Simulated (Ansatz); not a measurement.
CdAu: moving Au off its site

CdAu, Pm-3m, a = 3.340 Å (as given, not relaxed at this level: 1.2 GPa). The structure is a COD entry; whether it is the stable form wasn't checked. Ansatz: r2SCAN, PAW, 500 eV, Γ-centred 14×14×14 mesh on 2 atoms, Gaussian smearing 0.15 eV; no spin polarisation.

```
Cd Au
1.0
     3.34000    0.00000    0.00000
     0.00000    3.34000    0.00000
     0.00000    0.00000    3.34000
Cd Au
1 1
Direct
  0.50000 0.50000 0.50000
  0.00000 0.00000 0.00000
```

Atom 2 (Au) moves by x along the unit vector (0.000, 0.000, 1.000), with its periodic images; all else is held. y is the free energy of the cell over the start, F the force along the path summed over the moved atoms. Symmetry makes y even in x.

```
  x (Å) y (meV) F (eV/Å)
-0.5000    445.0      1.76
-0.2500    112.2      0.89
 0.0000      0.0      0.00
 0.0625        ?         ?
 0.1250     28.1     -0.45
 0.1875     63.2     -0.67
 0.3125    175.0     -1.11
 0.3750    251.5     -1.33
 0.4375    341.6     -1.55
```

Question: Fit y = c2 x² + c4 x⁴ to the energies of the other rows, give the force constant, and predict energy and force of the missing row.

Answer: Least squares on the rows shown. y = 1799.8 x² − 79.229 x⁴. The force constant is 2 c2 = 3.60 eV/Å² (for all images moving together, not for a lone atom). With two atoms in a cubic cell this is the optical mode at Γ (in a metal it hangs on mesh and smearing): ω = 521.5 √(2 c2/μ) = 117 cm⁻¹ for μ = 71.57 u. The force −dy/dx at the missing row is -0.22 eV/Å (computed -0.23). At x = 0.0625 the fit asked for gives 7.0 meV. The run gave 7.0 meV, the same to the digits shown.

Spin–orbit coupling is left out, which can shift energies with elements as heavy as these.